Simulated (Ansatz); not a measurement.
**What DFT gives for SrSi₂H₂**

```yaml
crystal:
  lattice:
    - [2.17682, 3.77036, 0.00000]
    - [-2.17682, 3.77036, 0.00000]
    - [0.00000, 0.00000, 4.65668]
  atoms:
    - { symbol: Si, position: [0.33330, 0.33340, 0.46560] }
    - { symbol: Si, position: [0.66670, 0.66660, 0.53440] }
    - { symbol: H, position: [0.33330, 0.33340, 0.10670] }
    - { symbol: H, position: [0.66670, 0.66660, 0.89330] }
    - { symbol: Sr, position: [0.00000, 0.00000, 0.00000] }
```

Method: PBE, no spin polarisation; PAW, plane waves to 420 eV, 9×9×7 Γ-centred mesh, fermi-dirac occupations (width 0.1 eV) (Ansatz 0.2.0), atoms fixed.

Stress: The pressure is -1.6 GPa (compression positive), so with the atoms held at these fractions the cell would first shrink; the forces are large, so a full relaxation may end otherwise. The principal stresses -3.9, -0.4, -0.4 GPa differ, so its shape would change too.
Charges: Bader charges in e: Sr +1.37, Si -0.00, H -0.68. In the mean Sr gives up most and H takes most.
Forces: The largest is on Si2 (and as large on other atoms): 1.08 eV/Å, components (0.00, 0.00, -1.08). It makes 180° with the line to a nearest neighbour, H4 at 1.67 Å, pointing away from it.
Electronic structure: It is a metal, with about 1.6 states/eV a cell as the mean within 0.25 eV of the Fermi level.

Origin: a known structure type with other elements, at an estimated volume, so it need not be a known compound.
